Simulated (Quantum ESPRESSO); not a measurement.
pw.x input (Quantum ESPRESSO 7.5; PBE, PseudoDojo stringent norm-conserving files, scalar-relativistic):

```
&CONTROL
  calculation = 'scf'
  pseudo_dir = './pseudo'
  outdir = './out'
  tprnfor = .true.
  tstress = .true.
/
&SYSTEM
  ibrav = 0
  nat = 3
  ntyp = 2
  ecutwfc = 104.0
  ecutrho = 416.0
  occupations = 'smearing'
  smearing = 'fd'
  degauss = 0.002
  nbnd = 42
/
&ELECTRONS
  conv_thr = 3e-10
/
ATOMIC_SPECIES
Se 78.9710 Se.upf
Sn 118.7100 Sn.upf
CELL_PARAMETERS angstrom
  3.845293058403   0.000000000000   0.000000000000
 -1.922646529202   3.330121473573   0.000000000000
  0.000000000000   0.000000000000   5.990522992000
ATOMIC_POSITIONS crystal
Se   0.666666667000   0.333333333000   0.734511524400
Se   0.333333333667   0.666666666333   0.265488475600
Sn   0.000000000333   0.000000000000   0.000000000000
K_POINTS automatic
9 9 4 0 0 0
```

End of the output:

```

[...]
     the Fermi energy is    10.2679 ev
!    total energy              =   -1796.26383170 Ry
     estimated scf accuracy    <          1.5E-10 Ry
     smearing contrib. (-TS)   =      -0.00000022 Ry
     internal energy E=F+TS    =   -1796.26383148 Ry
     The total energy is F=E-TS. E is the sum of the following terms:
     one-electron contribution =   -1536.05575702 Ry
     hartree contribution      =     717.15104192 Ry
     xc contribution           =    -169.45342137 Ry
     ewald contribution        =    -807.90569500 Ry
     convergence has been achieved in   9 iterations
     Forces acting on atoms (cartesian axes, Ry/au):
     atom    1 type  1   force =     0.00000000    0.00000000   -0.00023826
     atom    2 type  1   force =     0.00000000    0.00000000    0.00023826
     atom    3 type  2   force =     0.00000000    0.00000000    0.00000000
     Total force =     0.000337     Total SCF correction =     0.000221
     SCF correction compared to forces is large: reduce conv_thr to get better values
     Computing stress (Cartesian axis) and pressure
          total   stress  (Ry/bohr**3)                   (kbar)     P=       25.12
   0.00016606   0.00000000  -0.00000000           24.43        0.00       -0.00
   0.00000000   0.00016606  -0.00000000            0.00       24.43       -0.00
  -0.00000000  -0.00000000   0.00018024           -0.00       -0.00       26.51
```
In a gapped system the printed Fermi energy is only some level inside the gap.

Spin-orbit coupling is not included.

Geometry relaxed with PBE+D3(BJ).
